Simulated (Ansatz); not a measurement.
MgZnO$_{2}$ in space group P3m1 (No. 156; Mg on 1b, Zn on 1c, O on 1b, O on 1c), the program Ansatz at the PBEsol level (PAW), all energies at zero smearing, with the estimated change up to a 700 eV cutoff added, with one set of potentials and settings (totals compare only within such a set). Cell of 4 atoms (1 Mg, 1 Zn, 2 O): -6317.806 eV.

| element | reference phase | E (eV/atom) |
|---|---|---|
| Mg | P6_3/mmc, 2 atoms in the cell | -1912.0511 |
| Zn | P6_3/mmc, 2 atoms in the cell | -3280.9077 |
| O | C2/m, 4 atoms in the cell, spin-polarised | -558.3554 |

Formation energy per atom, worked out: (-6317.806 − 1×(-1912.0511) − 1×(-3280.9077) − 2×(-558.3554))/4 = -2.034 eV/atom (-196 kJ per mol of atoms), at 0 K, without zero-point energy or fitted corrections.

The first step of the workflow began from a Materials Project structure, measured or hypothetical; the Crystallography Open Database copy checked does not list it. With Mg and Zn taken as one species the cell has the higher symmetry P6_3mc, so it may be an ordered model of a mixed-site phase. Its standing as an ambient phase is unchecked. The PBEsol relaxation kept the symmetry of its start; of distortions, only those at the zone centre were tested. The references are the lowest solids computed at this level, not always the standard phases (solids in place of the gases).

Potentials: the later of the program's two PAW sets.
